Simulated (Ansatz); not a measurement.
## Gd (hcp)

Computed with Ansatz (plane waves, PAW, 420 eV cutoff): PBE, scalar-relativistic, collinear spin, Γ-centred 14×14×8 mesh, 0.05 eV Gaussian smearing. The datasets are Ansatz's generated set soft_2.

```cif
data_structure
_symmetry_space_group_name_H-M 'P 1'
_symmetry_Int_Tables_number 1
_cell_length_a 3.6173
_cell_length_b 3.6173
_cell_length_c 5.7983
_cell_angle_alpha 90.000
_cell_angle_beta 90.000
_cell_angle_gamma 120.000
_cell_volume 65.71
loop_
_atom_site_label
_atom_site_type_symbol
_atom_site_fract_x
_atom_site_fract_y
_atom_site_fract_z
_atom_site_occupancy
Gd1 Gd 0.33333 0.66667 0.75000 1
Gd2 Gd 0.66667 0.33333 0.25000 1
```

```json
{
 "Space group": "P6_3/mmc (No. 194)",
 "Volume": "32.85 Å³/atom",
 "f electrons (orthogonalised atomic orbitals)": "Gd 7.11"
}
```

Problem. Fill in the band gap (PBE).

Solution. zero (metallic).

Problem. What does PBE give for the site spin moments?

Solution. Gd 7.26, -7.26 μB.

**The experiment.** The Crystallography Open Database holds a measured cell of hexagonal Gd (space group P6_3/mmc) at 106 K (1963): a, c = 3.629, 5.796 Å, 33.05 Å³/atom.

**Against experiment.** PBE gives 3.617, 5.798 Å and 32.85 Å³/atom, −0.6 % in volume (−0.2 % in length) from the database's cell. PBE more often overestimates volumes; a smaller cell is partly the thermal expansion and zero-point motion that the static lattice lacks.

Without a U the 4f levels of Gd lie too near the Fermi level, so their share of the states there, and what hangs on it, is overstated. For elements this heavy, spin–orbit coupling would shift levels and gaps; it isn't included here. The run wasn't fully tested for a lower electronic state. Site moments are of spin, integrated over atomic spheres. Real Gd is ferromagnetic; semilocal functionals with the 4f shell in the valence wrongly favour antiparallel order.
